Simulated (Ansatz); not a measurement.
Space group P-31c (No. 163). a = 5.103 Å, b = 5.103 Å, c = 9.447 Å, α = 90.00°, β = 90.00°, γ = 120.00°
```
atom site symmetry x y z
  Ti   12i         1  0.6683  0.0051  0.1190
   O    2d       3.2  0.3333  0.6667  0.7500
```

Equation of state of this Ti6O structure (not necessarily the ground state), with shape and atoms relaxed at each volume where symmetry leaves them free. It has no gap at any of these volumes. Level of theory: Ansatz, DFT r2SCAN, scalar-relativistic, plane waves, PAW.

Settings: cutoff 500 eV, Γ-centred mesh 12×12×4 on the computed 14-atom cell, Gaussian smearing of 0.10 eV; no spin polarisation.

```csv
V (Å³/atom),E − E(largest V) (meV/atom),P (GPa)
13.394,59.75,22.76
13.850,5.08,15.81
14.307,-31.12,9.78
14.763,-51.27,4.54
15.220,-57.51,-0.01
15.677,-51.70,-3.94
16.133,-35.45,-7.34
16.742,0.00,-11.15
```

Question: Fit a third-order Birch–Murnaghan equation to E(V).

Answer: V0 = 15.22 Å³/atom, B0 = 141 GPa, B0' = 3.8.

Spin polarisation was left out, and a magnetic state may lie lower.

Cost: 8 runs of about 110 core-minutes in all, on Intel Xeon Platinum 8488C (Sapphire Rapids) (shared hosts).